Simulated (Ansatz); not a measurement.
Total density of states per atom from PBE in the plane-wave PAW code Ansatz, in 0.25 eV bins, energy from the Fermi level:

(E (eV), states/eV/atom): (-7.35, 0.00); (-7.10, 0.02); (-6.85, 0.04); (-6.60, 0.05); (-6.35, 0.07); (-6.10, 0.09); (-5.85, 0.10); (-5.60, 0.13); (-5.35, 0.23); (-5.10, 0.71); (-4.85, 1.03); (-4.60, 1.15); (-4.35, 1.40); (-4.10, 1.48); (-3.85, 1.36); (-3.60, 0.77); (-3.35, 1.08); (-3.10, 1.94); (-2.85, 1.85); (-2.60, 1.18); (-2.35, 0.97); (-2.10, 1.02); (-1.85, 1.83); (-1.60, 1.89); (-1.35, 0.95); (-1.10, 0.63); (-0.85, 0.55); (-0.60, 0.52); (-0.35, 0.52); (-0.10, 0.57); (0.15, 0.78); (0.40, 0.96); (0.65, 1.07); (0.90, 1.22); (1.15, 1.37); (1.40, 1.33); (1.65, 1.60); (1.90, 1.48); (2.15, 1.80); (2.40, 2.25); (2.65, 1.10); (2.90, 0.86); (3.15, 0.74); (3.40, 0.68); (3.65, 0.64); (3.90, 0.55); (4.15, 0.39); (4.40, 0.31); (4.65, 0.32)

**Question.** Pick the material that matches.
A) Fe, bcc (W type)
B) Rb, bcc (W type)
C) K, bcc (W type)
D) Mo, bcc (W type)

**Answer.** D, Mo, bcc (W type). Within 0.5 eV of the Fermi level: Mo 4d 89 %, Mo 5s 5 %. Projections are on Löwdin-orthogonalised atomic valence shells; empty p or d shells of many metals are not among them.

Space group Im-3m (bcc (W type)). Symmetry was held in the PBE relaxation. No spin polarisation was allowed. Spin–orbit coupling is left out wherever it is not named.

Potentials: the earlier of the program's two PAW sets.
